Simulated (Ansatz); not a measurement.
Checking a converged run of NiSb

The cell (4 atoms) is NiSb as a measured crystal structure (space group P6_3/mmc). Source: COD entry 9008903; it may be a high-temperature, high-pressure or metastable form.

The calculation used Ansatz, DFT, PBE+U, PAW, plane waves, scalar-relativistic.

```yaml
crystal:
  lattice:
    - [3.93999996, 0.0, 0.0]
    - [-1.96999998, 3.41214006, 0.0]
    - [0.0, 0.0, 5.14]
  atoms:
    - { symbol: Ni, position: [0.0, 0.0, 0.0], spin: 2.0 }
    - { symbol: Ni, position: [0.0, 0.0, 0.5], spin: 2.0 }
    - { symbol: Sb, position: [0.33333333, 0.66666667, 0.25] }
    - { symbol: Sb, position: [0.66666667, 0.33333333, 0.75] }
  symmetry: { detect: false, time_reversal: true }
magnetization:
  spin_polarized: true
hamiltonian:
  xc: pbe
  pseudopotentials: { kind: paw }
  hubbard:
    sites:
      - { site: 0, l: d, u_eff: 6.1, starting_ns: [{ spin: up, occupation_matrix: s0up }, { spin: down, occupation_matrix: s0down }] }
      - { site: 1, l: d, u_eff: 6.1, starting_ns: [{ spin: up, occupation_matrix: s1up }, { spin: down, occupation_matrix: s1down }] }
    occupation_matrices:
      s0up:
        matrix:
          - [0.999999, 0.0, 0.0, 0.0, 0.0]
          - [0.0, 0.999999, 0.0, 0.0, 0.0]
          - [0.0, 0.0, 0.999999, 0.0, 0.0]
          - [0.0, 0.0, 0.0, 0.999999, 0.0]
          - [0.0, 0.0, 0.0, 0.0, 0.999999]
      s0down:
        matrix:
          - [0.999999, 0.0, 0.0, 0.0, 0.0]
          - [0.0, 0.999999, 0.0, 0.0, 0.0]
          - [0.0, 0.0, 0.999999, 0.0, 0.0]
          - [0.0, 0.0, 0.0, 0.999999, 0.0]
          - [0.0, 0.0, 0.0, 0.0, 0.999999]
      s1up:
        matrix:
          - [0.999999, 0.0, 0.0, 0.0, 0.0]
          - [0.0, 0.999999, 0.0, 0.0, 0.0]
          - [0.0, 0.0, 0.999999, 0.0, 0.0]
          - [0.0, 0.0, 0.0, 0.999999, 0.0]
          - [0.0, 0.0, 0.0, 0.0, 0.999999]
      s1down:
        matrix:
          - [1.0e-06, 0.0, 0.0, 0.0, 0.0]
          - [0.0, 0.999999, 0.0, 0.0, 0.0]
          - [0.0, 0.0, 0.999999, 0.0, 0.0]
          - [0.0, 0.0, 0.0, 0.999999, 0.0]
          - [0.0, 0.0, 0.0, 0.0, 0.999999]
basis:
  ecutwfc: 420
kpoints:
  mp_grid: { grid: [8, 8, 6] }
scf:
  occupations: { method: gaussian, width: 0.1 }
  lower_state_search: "off"
  max_iter: 200
output:
  forces: true
  stress: true
```

Time: 86 s on 2 threads of Arm Neoverse V2, on a shared host, peak memory 1.1 GiB.

The end of the output:

```
SCF converged after 18 iterations
Magnetization: 0.9398 μB (33.4699 up, 32.5301 down)
Absolute magnetization: 0.9872 μB (∫|ρ↑−ρ↓|, with the PAW one-centre terms)
Spin contamination: 0.0766 ħ² per cell (⟨S²⟩ above its minimum at these occupations)
Per-site moments (μB) at R_I (Å): [(0.0395, 1.0601), (0.8681, 1.0601), (0.0067, 1.0777), (0.0067, 1.0777)]
Free energy (F): -24643.838750 eV
Harris-Foulkes:  -24643.838750 eV  (|F-HF|=6.95e-8)
Internal energy: -24643.829793 eV  (E = F + TS)
E sigma→0 (E₀):  -24643.834271 eV
Entropy (-TS):   -0.008957 eV (-2.239 meV/atom)
Fermi energy:    15.022771 eV
--- Specified on-site occupations, and those of the state reported ---
  electrons in the specified blocks: 19.0000 specified, 17.9203 found
  site 1 (l=d) ↓: largest change of an orbital's occupation 0.1554; electrons 4.0000 specified, 3.9599 found; spectral distance 0.1908
  site 0 (l=d) ↓: largest change of an orbital's occupation 0.1474; electrons 5.0000 specified, 4.5442 found; spectral distance 0.2319
  site 0 (l=d) ↑: largest change of an orbital's occupation 0.1447; electrons 5.0000 specified, 4.5836 found; spectral distance 0.2180
  site 1 (l=d) ↑: largest change of an orbital's occupation 0.0570; electrons 5.0000 specified, 4.8326 found; spectral distance 0.0863
--- Forces (eV/Å), atoms counted from 1 ---
  atom   1  Ni     0.00000002     0.00000000    -0.00000006
  atom   2  Ni     0.00000000    -0.00000002     0.00000004
  atom   3  Sb     0.00000055     0.00000002    -0.90314418
  atom   4  Sb    -0.00000056    -0.00000001     0.90314418
--- Stress (GPa, compression-positive) ---
       10.588785      -0.000002       0.000001
       -0.000002      10.588784       0.000000
        0.000002       0.000000       7.618479
  P = ⅓ Tr σ = 9.5987 GPa (95.987 kbar)
```

A static U favours moments and orbital order; the result depends on U and need not be the measured state.

Eigenvalues of the Hubbard occupation matrices: Ni1 up 0.86 0.86 0.94 0.96 0.96, down 0.85 0.85 0.91 0.96 0.96; Ni2 up 0.94 0.94 0.98 0.98 0.98, down 0.16 0.93 0.93 0.98 0.98.

Problem. The run converged. Is this the lowest state of the cell, and if not, what lies lower and how is it reached?

Solution. No. A state 117 meV/atom (0.469 eV per cell) lower exists in this cell: non-magnetic, no gap on the k-mesh. It was reached from: parallel moments, default search for lower states [Ni1 2.00, Ni2 2.00 μB]; spin on, no moments given (the program may seed its own), plain SCF. Its occupation eigenvalues are Ni1 up 0.85 0.85 0.94 0.96 0.96, down 0.85 0.85 0.94 0.96 0.96; Ni2 up 0.85 0.85 0.94 0.96 0.96, down 0.85 0.85 0.94 0.96 0.96. The wrong state matters: the pressure is 1.8 GPa there against 9.6 GPa here, and forces differ by up to 0.90 eV/Å (largest force 0.00 there, 0.90 eV/Å here). Orders that need a larger cell or non-collinear spins weren't tried.
